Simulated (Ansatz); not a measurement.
Here is the system:

C:
```xyz
8
Lattice="4.5817 1.2579 0.0000 -4.5817 1.2579 0.0000 -0.5053 0.0000 4.1028" Properties=species:S:1:pos:R:3 pbc="T T T"
C     -0.5858     1.2579     0.4936
C     -2.7809     1.2579     2.4019
C     -2.4391     1.2579     3.8591
C     -4.3792     1.2579     2.6820
C      0.0805     1.2579     3.6092
C      2.2755     1.2579     1.7010
C      1.9337     1.2579     0.2437
C      3.8739     1.2579     1.4208
```

This is the r²SCAN-relaxed structure.

**Question.** All from r²SCAN in the plane-wave PAW code Ansatz, unless another level is named. Predict the electron effective mass.

**Answer.** 0.26, 0.43, 2.3 mₑ (principal values).

**Question.** Predict the hole effective mass.

**Answer.** 0.32, 0.56, 0.71 mₑ (principal values).

**Question.** And the smallest direct gap on the standard path?

**Answer.** 4.59 eV.

**Question.** Predict the band gap.

**Answer.** 3.70 eV (indirect).

**Question.** Predict the valence-band maximum.

**Answer.** at Γ.

Space group C2/m. The start of the workflow was typed in or built on a structure type; the Crystallography Open Database copy checked does not list it. It is not the phase usual at ambient conditions (space group No. 194, 227). Symmetry was held in the r²SCAN relaxation; its stability against distortions is not shown here.

Potentials: the earlier of the program's two PAW sets.
